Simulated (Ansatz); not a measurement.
Space group Fd-3m:1 (No. 227). a = 8.549 Å, b = 8.549 Å, c = 8.549 Å, α = 90.00°, β = 90.00°, γ = 90.00°
```tsv
atom	site	symmetry	x	y	z
Ti	32e	.3m	0.8809	0.1191	0.1191
C	16c	.-3m	0.1250	0.1250	0.1250
```

Equation of state of this Ti$_{2}$C structure (not necessarily the ground state), with shape and atoms relaxed at each volume where symmetry leaves them free. It has no gap at any of these volumes. Method: Ansatz 0.2.0, DFT PBEsol, scalar-relativistic, plane waves, PAW.

Plane waves to 420 eV, a k mesh through Γ of 8×8×8 on the computed 12-atom cell and Gaussian smearing (0.10 eV); no spin polarisation.

```
V (Å³/atom) E − E(largest V) (meV/atom) P (GPa)
     11.455                        57.45    24.63
     11.846                         6.40    17.05
     12.236                       -27.28    10.53
     12.627                       -45.87     4.85
     13.017                       -51.57    -0.03
     13.408                       -46.29    -4.18
     13.799                       -31.65    -7.71
     14.319                         0.00   -11.59
```

Task: Fit a third-order Birch–Murnaghan equation to E(V).

Result: V0 = 13.02 Å³/atom, B0 = 150 GPa, B0' = 4.2.